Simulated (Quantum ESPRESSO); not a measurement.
Zr4IrRu2W, one composition in several site orders

Simulated, not a measurement. The program is pw.x of Quantum ESPRESSO 7.5 (plane-wave density functional theory). The cell is made up: eight metal atoms on a hexagonal close-packed lattice, with elements, volume, strain and displacements drawn at random and not relaxed, so it may be unstable or far from any real phase. PseudoDojo standard norm-conserving files set the functional (PBE unless stated); there is no spin polarisation or spin-orbit coupling, the Fermi-Dirac width of 0.25 eV means electrons at about 2900 K, and the masses in the input are unused placeholders. Heavy elements are run without spin-orbit coupling, which real alloys of them have. A spin test at this wide smearing found no moment, but such smearing suppresses magnetism that the real alloy may have.

The runs put one composition on the sites in different orders. Cell, positions, cutoff, mesh and smearing stay as in the input of run 1; sites are counted in its order. Stress in the tables is positive in tension.

Input of run 1:

```
&control calculation='scf', pseudo_dir='./dojo.nc.sr.pbe.v0_5.standard.upf', outdir='./o', disk_io='medium', tprnfor=.true., tstress=.true. /
&system ibrav=0, nat=8, ntyp=4, nbnd=74, ecutwfc=84.00895049, nosym=.true., tot_charge=0,
 occupations='smearing', smearing='fd', degauss=0.0183746611
/
&electrons conv_thr=1.470e-08, electron_maxstep=70, mixing_beta=0.5 /
ATOMIC_SPECIES
Ir 1.0 Ir.upf
Ru 1.0 Ru.upf
W 1.0 W.upf
Zr 1.0 Zr.upf
CELL_PARAMETERS angstrom
2.9765 0.0 0.0
1.4882 -2.5777 -4.7809
1.4882 7.733 -4.7809
ATOMIC_POSITIONS angstrom
Zr -0.1543 -0.0129 0.0674
Ir 1.4852 2.459 -4.6325
Ru 1.5722 -0.8842 -2.3284
Ru 2.865 1.6006 -7.0414
Zr 3.0629 5.2885 -4.7303
Zr 3.0604 -0.0287 -5.0114
W 2.8927 1.4703 -2.4347
Zr 4.3066 4.3232 -7.258
K_POINTS automatic
8 4 3 1 1 1
```

| run | elements on sites 1 to 8 | free energy less that of run 1 (eV) | -TS (eV) | pressure (GPa) | stress xx (GPa) | stress yy (GPa) | stress zz (GPa) | stress yz (GPa) | stress xz (GPa) | stress xy (GPa) | iterations |
| --- | --- | --- | --- | --- | --- | --- | --- | --- | --- | --- | --- |
| 1 | Zr Ir Ru Ru Zr Zr W Zr | 0.000 | -1.889 | 0.75 | -1.60 | 1.89 | -2.53 | -1.15 | 0.85 | 0.57 | 23 |
| 2 | Zr Ir W Ru Zr Ru Zr Zr | 0.828 | -1.995 | 2.68 | -1.84 | -0.50 | -5.69 | 0.68 | 0.71 | -0.67 | 22 |
| 3 | W Ru Zr Ir Ru Zr Zr Zr | 0.915 | -1.996 | 2.91 | -4.87 | -0.27 | -3.59 | -1.26 | -0.19 | 1.01 | 23 |
| 4 | Zr Ru Zr Ir W Zr Zr Ru | 2.072 | -2.049 | 2.80 | -3.45 | -1.39 | -3.56 | -1.10 | -0.28 | 0.17 | 24 |
| 5 | Zr Ir Zr W Zr Ru Ru Zr | 1.549 | -1.950 | 0.91 | 0.45 | 1.29 | -4.48 | 0.44 | 0.11 | 0.27 | 20 |
| 6 | Zr Zr Zr Ru Zr W Ru Ir | -0.800 | -1.908 | 1.20 | -2.92 | -2.16 | 1.47 | -0.68 | -0.51 | -0.18 | 24 |

Forces Fx Fy Fz (eV/Å):

| site | run 1 | run 2 | run 3 | run 4 | run 5 | run 6 |
| --- | --- | --- | --- | --- | --- | --- |
| 1 | 0.51 1.26 -1.57 | 0.23 2.64 -1.43 | 0.32 -0.83 -0.27 | 0.48 -1.13 1.74 | 0.51 3.28 -1.58 | 0.50 1.85 1.06 |
| 2 | 0.00 0.55 0.06 | -0.12 0.32 -0.97 | -0.22 1.05 -0.78 | -0.17 1.27 -1.10 | -0.06 -0.16 -0.14 | 0.14 -0.16 -0.15 |
| 3 | -0.24 0.56 -0.47 | -0.11 -1.00 -1.55 | -0.34 -0.91 -0.02 | -0.38 -2.43 -0.69 | -0.49 2.00 -2.33 | -0.30 0.52 -2.27 |
| 4 | 0.01 -0.40 0.00 | 0.20 -0.03 0.34 | -0.01 0.38 -0.66 | -0.03 0.86 -0.79 | 0.19 -1.70 1.11 | 0.08 -0.08 0.18 |
| 5 | -0.16 -3.34 0.05 | -0.25 -3.71 0.49 | -0.08 -0.37 0.34 | -0.43 -2.69 1.20 | -0.38 -3.77 0.77 | -0.45 -2.37 0.81 |
| 6 | -0.17 1.62 1.11 | -0.21 0.72 1.11 | -0.29 0.83 1.11 | -0.35 2.06 0.91 | -0.45 0.96 -0.26 | -0.48 0.23 -1.06 |
| 7 | 0.22 0.47 -2.19 | 0.39 2.40 -1.31 | 0.49 2.55 -1.77 | 0.59 3.08 -2.33 | 0.49 1.60 -0.35 | 0.39 1.02 0.35 |
| 8 | -0.17 -0.73 2.99 | -0.14 -1.34 3.32 | 0.13 -2.70 2.04 | 0.28 -1.01 1.06 | 0.18 -2.21 2.78 | 0.12 -1.01 1.07 |

The sites are displaced and not relaxed, so the energy differences mix bonding between neighbours with strain and are not ordering energies. A rerun of one cell of this series at a higher cutoff and on a denser mesh moved values by no more than 0.002 eV in energy, 0.07 GPa in stress and 0.009 eV/Å in force, and a second program with other atomic files agreed on that cell to 2 % rms in force and 0.5 GPa in pressure.